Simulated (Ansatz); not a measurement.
**Property card for HfGe3W2**

These are results of Ansatz, DFT PBE, scalar-relativistic, plane waves, PAW, not measurements.

Settings: cutoff 420 eV, Γ-centred mesh 10×10×4 on the computed 6-atom cell, Gaussian smearing of 0.10 eV; no spin polarisation.

The structure is relaxed at this level of theory with its symmetry kept, and needn't be the ground state of this composition.

```
Hf Ge W
1.0
     3.67852    0.00000    0.00000
     0.00000    3.67852    0.00000
     0.00000    0.00000    9.94839
Hf Ge W
1 3 2
Direct
  0.00000 0.00000 0.50000
  0.50000 0.50000 0.74570
  0.50000 0.50000 0.25430
  0.50000 0.50000 0.00000
  0.00000 0.00000 0.00000
  0.50000 0.50000 0.50000
```

| Quantity | Value |
| --- | --- |
| Space group | P4/mmm (No. 123) |
| Volume per atom | 151.4 bohr³ |
| Formation energy from the elements' standard states (uncorrected) | +1.158 eV/atom |
| Kohn–Sham band gap | none (metal) |
| Density of states at the Fermi level | 6.1 states/eV per cell |
| Orbital (Löwdin) character within 0.5 eV of the Fermi level | W 5d 64 %, Ge 4p 16 %, Hf 5d 9 % |
| Bader charge by site (e) | Hf (1 in the cell) 1.04, Ge (2 in the cell) -0.10, Ge (1 in the cell) -0.48, W (1 in the cell) 0.42, W (1 in the cell) -0.79 |

Spin-orbit coupling is left out, which matters for the bands of heavy elements.

Another cell of HfGe3W2 relaxed alike, in Cmmm, lies 0.92 eV/atom lower, so this cell isn't the stable form at this level.

The cell was found from a structure generator's guess, not taken from experiment. Löwdin shares on free-atom orbitals overweight diffuse shells.
